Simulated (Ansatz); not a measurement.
Here is the system:

ZrPt3:
```yaml
crystal:
  lattice:
    - [4.02201, 0.00000, 0.00000]
    - [0.00000, 4.02201, 0.00000]
    - [0.00000, 0.00000, 4.02201]
  atoms:
    - { symbol: Zr, position: [0.00000, 0.00000, 0.00000] }
    - { symbol: Pt, position: [0.00000, 0.50000, 0.50000] }
    - { symbol: Pt, position: [0.50000, 0.00000, 0.50000] }
    - { symbol: Pt, position: [0.50000, 0.50000, 0.00000] }
```

This is the r²SCAN-relaxed structure.

Question: All from r²SCAN (plane waves, PAW; program Ansatz), unless another level is named. Give the formation energy from the elements (no fitted shifts).

Answer: -1112 meV/atom.

Question: Give the density of states at the Fermi level.

Answer: 0.10 states/eV per atom (mean over ±0.08 eV).

Question: And the gap with spin–orbit coupling?

Answer: none (metallic).

Space group Pm-3m (Cu3Au type). The workflow started from an entry of the Crystallography Open Database (COD). Whether it is the stable phase at ambient conditions was not checked. Symmetry was held in the r²SCAN relaxation; its stability against distortions is not shown here. No spin polarisation was allowed. The references are the lowest solids computed at this level, not always the standard phases. Spin–orbit coupling is left out wherever it is not named.

Potentials: the later of the program's two PAW sets.
